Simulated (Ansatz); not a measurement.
Relaxed candidate structures of SiW:

A. P6/mmm (No. 191), hP6, AFLOW prototype AB_hP6_191_f_ad (B35, as in CoSn); a = b = 5.3387 Å, c = 4.1976 Å, α = β = 90.00°, γ = 120.00°; W 3f (0.000, 0.500, 0.000); Si 1a (0.000, 0.000, 0.000); Si 2d (0.333, 0.667, 0.500)

B. P6₃/mmc (No. 194), hP12; a = 4.334 Å, b = 4.334 Å, c = 10.732 Å, α = 90.00°, β = 90.00°, γ = 120.00°; Si 2d (0.667, 0.333, 0.250); Si 4f (0.333, 0.667, 0.020); W 2c (0.333, 0.667, 0.250); W 4e (0.000, 0.000, 0.122)

C. Cmcm (No. 63), oS8; a = 3.0732 Å, b = 8.8408 Å, c = 4.1558 Å, α = β = γ = 90.00°; Si 4c (0.000, 0.085, 0.750); W 4c (0.000, 0.639, 0.250)

D. Immm (No. 71), oI4; a = 3.066 Å, b = 4.012 Å, c = 4.985 Å, α = β = γ = 90.00°; Si 2c (0.000, 0.000, 0.500); W 2a (0.000, 0.000, 0.000)

E. I4₁md (No. 109), tI8; a = b = 3.3474 Å, c = 10.6829 Å, α = β = γ = 90.00°; W 4a (0.000, 0.000, 0.746); Si 4a (0.000, 0.000, 0.170)

F. Fm-3m (No. 225), cF8, rock salt type; a = 4.998 Å, b = 4.998 Å, c = 4.998 Å, α = 90.00°, β = 90.00°, γ = 90.00°; Si 4a (0.000, 0.000, 0.000); W 4b (0.500, 0.500, 0.500)

Rank these by energy per atom (lowest first), as r2SCAN (plane waves to 500 eV, PAW, scalar-relativistic; Ansatz, a quantum-chemistry and plane-wave program) gives it.

E (reference), C (+0.02 eV/atom), A (+0.26 eV/atom), B (+0.31 eV/atom), D (+0.69 eV/atom), F (+0.73 eV/atom)

1 run with a doubtful electronic state, a coarser numerical grid, an end not at rest or a source that can't be used is left out. Each run could gain symmetry but not lose that of its start, so entries can be saddle points. All of these are generated cells (placed on structure types, drawn at random, substituted or restacked) that were not matched to a known phase here. The real structure of this composition may not be among these, and whether this composition forms is not checked here. Static energies at zero pressure. The runs use different k-meshes, so differences are rounded accordingly. No spin polarisation in the result.
